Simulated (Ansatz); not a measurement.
Polymorphs of CuO, each relaxed with plane-wave PAW r²SCAN (Ansatz code):

A: Cccm
a = 4.087 Å, b = 4.096 Å, c = 5.127 Å, α = 90.00°, β = 90.00°, γ = 90.00°

```
atom  site  symmetry       x       y       z
----  ----  --------  ------  ------  ------
Cu      4e     ..2/m  0.2500  0.2500  0.0000
O       4b       222  0.0000  0.5000  0.2500
```

B: I4/mmm
a = b = 2.759 Å, c = 5.439 Å, α = β = γ = 90.00°

```tsv
atom	site	symmetry	x	y	z
Cu	2a	4/mmm	0.0000	0.0000	0.0000
O	2b	4/mmm	0.0000	0.0000	0.5000
```

Problem. Rank these by energy per atom at 0 K (lowest first), as r²SCAN gives it.

Solution. A (+0 meV/atom), B (+125 meV/atom)

Spin orders computed, not proven ground states: B ferromagnetic. Built on a structure type that need not be the filed one of that space group: A. Typed or built starts, not in the databases checked: B. Not the usual ambient phase: A; B. All cells were relaxed under the symmetry of their starts (and spin orders); stability against distortions was not tested throughout. Rows with no word on spin ran without spin polarisation. No Hubbard U is applied.

Energies hold the estimated change up to a 700 eV cutoff; steps of a few meV lie near the error of the meshes.

Potentials: the later of the program's two PAW sets.
